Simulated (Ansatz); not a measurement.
Here is the system:

Si:
```
CELL_PARAMETERS angstrom
      3.80226     0.00000     0.00000
     -1.90113     3.29286     0.00000
      0.00000     0.00000     6.28870
ATOMIC_POSITIONS crystal
  Si 0.33333 0.66667 0.06303
  Si 0.66667 0.33333 0.93697
  Si 0.66667 0.33333 0.56303
  Si 0.33333 0.66667 0.43697
```

This is the LDA-relaxed structure. Cartesian axes are those of the cell as given.

Q: All from plane-wave PAW LDA (Ansatz code), unless another level is named. Estimate the band gap.

A: 0.27 eV (indirect).

Q: Next, the smallest direct gap on the standard path?

A: 0.99 eV.

Q: Next, the electron effective mass?

A: 0.11, 1.1, 1.1 mₑ (principal values).

Q: Next, the hole effective mass, band 1 of 2 at the edge?

A: 0.57 along x, 0.56 along z (mₑ).

Q: What about the valence-band maximum?

A: at Γ.

Space group P6_3/mmc. The workflow started from a Materials Project entry (that database holds measured and hypothetical structures alike); the Crystallography Open Database copy checked does not list it. It is not the phase usual at ambient conditions (space group No. 227). Symmetry was held in the LDA relaxation; whether a distortion lowers the energy is not shown.

Potentials: the earlier of the program's two PAW sets. The files were generated under PBE; for other functionals the program regenerates the frozen cores, and for LDA and PBEsol the local potential too.
